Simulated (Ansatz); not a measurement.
Starting cell, SrVO₃ (cubic perovskite):

```xyz
5
Lattice="3.8581 0.0000 0.0000 0.0000 3.8581 0.0000 0.0000 0.0000 3.8581" Properties=species:S:1:pos:R:3 pbc="T T T"
Sr     0.0000     0.0000     0.0000
V      1.9291     1.9291     1.9291
O      0.0000     1.9291     1.9291
O      1.9291     1.9291     0.0000
O      1.9291     0.0000     1.9291
```

In this cell atom 1 (Sr, nearest neighbour O at 2.728 Å; its periodic images, 3.9 Å or more away, move with it) is moved by s along Cartesian [111], unit vector (0.577, 0.577, 0.577); all other atoms and the cell stay fixed.

The numbers are results of PBE (plane waves to 420 eV, PAW, scalar-relativistic; Ansatz, a first-principles code), not measurements. k mesh 10×10×10 (Γ-centred), Fermi-Dirac smearing 0.05 eV. Energies are smeared free energies. Stress and pressure are positive under compression. With partly filled bands, energies and forces of such displacements shift with the k mesh and the smearing. F∥ is the force on the atom along that direction. SrVO3 is run without spin polarisation and with no Hubbard U. SrVO3 was relaxed with its symmetry unable to fall. The PAW data are Ansatz's earlier set. The zero of ΔE is the undisplaced structure.

```tsv
s (Å)	F∥ (eV/Å)	P (GPa)	ΔE (meV/cell)
-0.270	(withheld)	2.1	165
-0.216	(withheld)	1.3	(withheld)
-0.162	0.712	0.8	55
-0.108	(withheld)	0.4	24
-0.054	0.221	0.1	6
0.000	0.000	0.1	0
0.054	-0.221	0.1	6
0.108	(withheld)	0.4	24
0.162	-0.712	0.8	55
0.216	(withheld)	1.3	(withheld)
0.270	(withheld)	2.1	165
```

Task: Complete the blanks.

Result: 
- -0.270, F∥ (eV/Å): 1.352
- -0.216, F∥ (eV/Å): 1.007
- -0.216, ΔE (meV/cell): 102
- -0.108, F∥ (eV/Å): 0.454
- 0.108, F∥ (eV/Å): -0.454
- 0.216, F∥ (eV/Å): -1.007
- 0.216, ΔE (meV/cell): 102
- 0.270, F∥ (eV/Å): -1.352

(For displaced atoms, the force is minus the slope of the energy, and its curvature is a force constant, which sets phonon frequencies.)
